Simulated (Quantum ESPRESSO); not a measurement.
Space group C2/m (No. 12); a = 7.8376 Å, b = 5.0783 Å, c = 7.3271 Å, α = γ = 90.00°, β = 94.31°

```tsv
atom	site	symmetry	x	y	z
O	4i	m	0.2319	0.0000	0.0490
O	4i	m	0.3093	0.0000	0.3982
O	8j	1	0.4813	0.2478	0.1873
P	4i	m	0.3680	0.0000	0.2077
Ge	2a	2/m	0.0000	0.0000	0.0000
Sr	2c	2/m	0.5000	0.5000	0.5000
```
(The calculation used a cell of 12 atoms; values per cell refer to that cell.)

The geometry is that of Materials Project entry mp-1101981, symmetrised and not relaxed again.

Problem. What does LDA (pw.x of Quantum ESPRESSO, ONCV potentials, scalar-relativistic) give for the electronic structure near the Fermi level?

Solution. The LDA gap is indirect, 4.47 eV, from Y to Γ; the smallest direct gap is 4.52 eV. Spin-orbit splittings are left out.
